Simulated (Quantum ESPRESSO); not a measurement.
# Al3ZnO5F: input and log of a self-consistent run

Computed values, not a measurement. The program is pw.x of Quantum ESPRESSO 7.5 (plane-wave density functional theory). The cell is made up: 10 atoms on a corundum lattice, with randomly drawn elements, strain and displacements, not relaxed. PseudoDojo standard norm-conserving files (v0.5 for PBE, v0.4.1 for LDA and PBEsol) set the functional; there is no spin polarisation, spin-orbit coupling or dispersion term, and the masses in the input are unused placeholders.

Input:

```
&control calculation='scf', pseudo_dir='./dojo.nc.sr.pbe.v0_5.standard.upf', outdir='./o', disk_io='low', tprnfor=.true., tstress=.true. /
&system ibrav=0, nat=10, ntyp=4, nbnd=39, ecutwfc=84.00895049, nosym=.true., tot_charge=0,
 occupations='smearing', smearing='fd', degauss=0.0018374661
/
&electrons conv_thr=7.350e-09, electron_maxstep=60, /
ATOMIC_SPECIES
Al 1.0 Al.upf
F 1.0 F.upf
O 1.0 O.upf
Zn 1.0 Zn.upf
CELL_PARAMETERS angstrom
2.4703 1.4263 4.4922
-2.4703 1.4263 4.4922
0.0 -2.8525 4.4922
ATOMIC_POSITIONS angstrom
Al -0.2239 0.0881 4.6025
Al -0.1043 -0.1514 2.0018
Zn 0.0279 -0.1143 8.8551
Al -0.0692 0.0292 11.4453
O -0.8331 1.4374 7.9269
O -0.6407 -1.5432 7.8054
O 1.7154 -0.002 7.8441
O 0.8703 -1.3788 5.695
O 0.8312 1.5429 5.6253
F -1.6803 -0.1705 5.7157
K_POINTS automatic
5 5 5 1 1 1
```

The log is shortened where brackets say so; the opening notice, blank lines, dates and the lines on written files are dropped, and the path of the files is cut. It prints rydbergs, bohrs and kilobars, and counts compression as positive stress. With no partly filled state, the Fermi energy that it prints is only some level between the filled and the empty states on the mesh, and need not lie in the true gap.

```
     Program PWSCF v.7.5
     Parallel version (MPI & OpenMP), running on       4 processor cores
     Number of MPI processes:                 4
     Threads/MPI process:                     1
     [start-up lines left out]
     bravais-lattice index     =            0
     lattice parameter (alat)  =      10.0559  a.u.
     unit-cell volume          =     640.8514 (a.u.)^3
     number of atoms/cell      =           10
     number of atomic types    =            4
     number of electrons       =        66.00
     number of Kohn-Sham states=           39
     kinetic-energy cutoff     =      84.0090  Ry
     charge density cutoff     =     336.0358  Ry
     scf convergence threshold =      7.3E-09
     mixing beta               =       0.7000
     number of iterations used =            8  plain     mixing
     Exchange-correlation= PBE
                           (   1   4   3   4   0   0   0)
     [axes and pseudopotential details left out]
   Cartesian axes
     site n.     atom                  positions (alat units)
         1        Al     tau(   1) = (  -0.0420759   0.0165560   0.8649150  )
         2        Al     tau(   2) = (  -0.0196004  -0.0284515   0.3761840  )
         3        Zn     tau(   3) = (   0.0052430  -0.0214796   1.6640758  )
         4        Al     tau(   4) = (  -0.0130043   0.0054873   2.1508336  )
         5        O      tau(   5) = (  -0.1565585   0.2701203   1.4896458  )
         6        O      tau(   6) = (  -0.1204022  -0.2900026   1.4668132  )
         7        O      tau(   7) = (   0.3223629  -0.0003758   1.4740858  )
         8        O      tau(   8) = (   0.1635493  -0.2591081   1.0702208  )
         9        O      tau(   9) = (   0.1562015   0.2899462   1.0571225  )
        10        F      tau(  10) = (  -0.3157668  -0.0320408   1.0741108  )
     number of k points=    63  Fermi-Dirac smearing, width (Ry)=  0.0018
                       cart. coord. in units 2pi/alat
        k(    1) = (   0.0000000   0.0000000   0.1184571), wk =   0.0320000
        k(    2) = (   0.0000000  -0.2487301   0.1974304), wk =   0.0320000
     [further k points left out]
     Dense  grid:    66673 G-vectors     FFT dimensions: (  60,  60,  60)
     Estimated max dynamical RAM per process >     178.12 MB
     Estimated total dynamical RAM >     663.66 MB
     Initial potential from superposition of free atoms
     starting charge      65.9925, renormalised to      66.0000
     Starting wfcs are   46 randomized atomic wfcs
     total cpu time spent up to now is        2.7 secs
     per-process dynamical memory:   142.3 Mb
     Self-consistent Calculation
     iteration #  1     ecut=    84.01 Ry     beta= 0.70
     Davidson diagonalization with overlap
     ethr =  1.00E-02,  avg # of iterations =  3.0
     total cpu time spent up to now is        7.3 secs
     total energy              =    -646.44811369 Ry
     estimated scf accuracy    <       2.14688917 Ry
     iteration #  2     ecut=    84.01 Ry     beta= 0.70
     Davidson diagonalization with overlap
     ethr =  3.25E-03,  avg # of iterations =  2.3
     total cpu time spent up to now is       11.8 secs
     total energy              =    -647.01327652 Ry
     estimated scf accuracy    <       2.01523923 Ry
     iteration #  3     ecut=    84.01 Ry     beta= 0.70
     Davidson diagonalization with overlap
     ethr =  3.05E-03,  avg # of iterations =  2.0
     total cpu time spent up to now is       15.9 secs
     total energy              =    -647.38310213 Ry
     estimated scf accuracy    <       0.02995269 Ry
     iteration #  4     ecut=    84.01 Ry     beta= 0.70
     Davidson diagonalization with overlap
     ethr =  4.54E-05,  avg # of iterations =  7.5
     total cpu time spent up to now is       21.6 secs
     total energy              =    -647.39465949 Ry
     estimated scf accuracy    <       0.00893522 Ry
     iteration #  5     ecut=    84.01 Ry     beta= 0.70
     Davidson diagonalization with overlap
     ethr =  1.35E-05,  avg # of iterations =  4.0
     total cpu time spent up to now is       26.2 secs
     total energy              =    -647.39568553 Ry
     estimated scf accuracy    <       0.00177770 Ry
     [iterations 6 to 7 left out]
     iteration #  8     ecut=    84.01 Ry     beta= 0.70
     Davidson diagonalization with overlap
     ethr =  1.29E-08,  avg # of iterations =  3.0
     total cpu time spent up to now is       39.3 secs
     total energy              =    -647.39589138 Ry
     estimated scf accuracy    <       0.00000628 Ry
     iteration #  9     ecut=    84.01 Ry     beta= 0.70
     Davidson diagonalization with overlap
     ethr =  9.52E-09,  avg # of iterations =  2.0
     total cpu time spent up to now is       43.1 secs
     total energy              =    -647.39589205 Ry
     estimated scf accuracy    <       0.00000089 Ry
     iteration # 10     ecut=    84.01 Ry     beta= 0.70
     Davidson diagonalization with overlap
     ethr =  1.35E-09,  avg # of iterations =  2.0
     total cpu time spent up to now is       47.2 secs
     total energy              =    -647.39589222 Ry
     estimated scf accuracy    <       0.00000003 Ry
     iteration # 11     ecut=    84.01 Ry     beta= 0.70
     Davidson diagonalization with overlap
     ethr =  3.91E-11,  avg # of iterations =  3.2
     total cpu time spent up to now is       51.7 secs
     total energy              =    -647.39589224 Ry
     estimated scf accuracy    <          9.3E-09 Ry
     iteration # 12     ecut=    84.01 Ry     beta= 0.70
     Davidson diagonalization with overlap
     ethr =  1.42E-11,  avg # of iterations =  2.0
     total cpu time spent up to now is       55.6 secs
     End of self-consistent calculation
          k = 0.0000 0.0000 0.1185 (  8366 PWs)   bands (ev):
  -114.5932 -68.8982 -68.7903 -68.7455 -18.5849 -10.2831  -9.0415  -8.7186
    -7.9381  -7.3611  -1.7510  -0.9338   0.2327   2.0291   2.5617   2.8757
     3.2282   3.2738   3.6213   3.9337   4.1644   4.5770   5.0334   5.3628
     5.8276   6.0261   6.4124   6.8260   7.2886   7.7064   8.0287   8.3598
     8.6801  11.5422  15.4964  16.3481  16.9668  17.6700  17.9662
     [levels at the other k points left out]
     the Fermi energy is    10.1061 ev
!    total energy              =    -647.39589224 Ry
     estimated scf accuracy    <          2.2E-09 Ry
     smearing contrib. (-TS)   =       0.00000000 Ry
     internal energy E=F+TS    =    -647.39589224 Ry
     The total energy is F=E-TS. E is the sum of the following terms:
     one-electron contribution =    -445.89578338 Ry
     hartree contribution      =     261.14916973 Ry
     xc contribution           =    -105.27016915 Ry
     ewald contribution        =    -357.37910943 Ry
     convergence has been achieved in  12 iterations
     Forces acting on atoms (cartesian axes, Ry/au):
     atom    1 type  1   force =     0.19067761   -0.04857579   -0.01090032
     atom    2 type  1   force =     0.01363653    0.14582678    0.06077963
     atom    3 type  4   force =    -0.07442692    0.02638195   -0.11028230
     atom    4 type  1   force =    -0.03797937   -0.14461633    0.08462130
     atom    5 type  3   force =    -0.05525426    0.02669716   -0.03970562
     atom    6 type  3   force =    -0.11350798   -0.10176857   -0.02418872
     atom    7 type  3   force =     0.09106891    0.10225790   -0.02751356
     atom    8 type  3   force =    -0.00242770   -0.02984008    0.00397780
     atom    9 type  3   force =    -0.03877546   -0.04844073    0.04052730
     atom   10 type  2   force =     0.02698863    0.07207770    0.02268449
     Total force =     0.416431     Total SCF correction =     0.000085
     Computing stress (Cartesian axis) and pressure
          total   stress  (Ry/bohr**3)                   (kbar)     P=       16.07
  -0.00038751   0.00008464  -0.00039143          -57.00       12.45      -57.58
   0.00008464   0.00022692   0.00028382           12.45       33.38       41.75
  -0.00039143   0.00028382   0.00048836          -57.58       41.75       71.84
     init_run     :      2.55s CPU      2.63s WALL (       1 calls)
     electrons    :     52.65s CPU     52.91s WALL (       1 calls)
     forces       :      0.77s CPU      0.77s WALL (       1 calls)
     stress       :      2.53s CPU      2.53s WALL (       1 calls)
     [timing details left out]
     PWSCF        :     58.59s CPU     58.95s WALL
     JOB DONE.
```

In other units: free energy -8808.270 eV for the cell, pressure 1.61 GPa, largest force component 4.903 eV/Å. A rerun of this cell at a cutoff of 1437 eV and k mesh 7 x 7 x 7 moved values by no more than 0.003 eV in energy, 0.03 GPa in stress and 0.002 eV/Å in force.